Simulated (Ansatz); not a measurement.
The elements of this relaxed trial crystal are hidden behind letters.

```
lattice vectors (Å)
   4.3830    0.0000    0.0000
   0.0000    4.3830    0.0000
   0.0000    0.0000    4.3830
fractional positions
X 0.0000 0.0000 0.0000
Z 0.0000 0.5000 0.5000
Z 0.5000 0.0000 0.5000
Z 0.5000 0.5000 0.0000
```

Level of theory: DFT PBE, scalar-relativistic, plane waves, PAW (Ansatz). Plane waves to 420 eV, a 10×10×10 mesh through Γ for the 4-atom cell and 0.10 eV Gaussian smearing; no spin polarisation.

* Space group: Pm-3m (No. 221)
* Conventional cell: a = 4.383 Å
* Volume per atom: 21.05 Å³
* Density: 5.15 g/cm³
* Energy over the elements: +0.08 eV/atom
* Gap on the 10×10×10 mesh of the 4-atom cell: 0 eV (a metal)

Energies are uncorrected and count from the elements' standard states at the same level.

Question: X is an s-block element of period 3 and Z is a p-block element of period 4. Which elements are they?

Answer: X = Mg, Z = Se, so the formula is MgSe3. Density times volume gives a mean mass of 5.15 × 21.05/1.6605 = 65.3 u per atom, and this set has 65.3 u. Among the elements that the hints allow, noble gases aside, only these give it. Mg has 12 Se at 3.10 Å; Se is surrounded by 4 Mg at 3.10 Å and 8 Se at 3.10 Å.

Symmetry constrained the relaxation, so the result can be a saddle point. Another cell of MgSe3 relaxed alike, in P6/mmm, lies 48 meV/atom lower, so this cell isn't the stable form at this level.
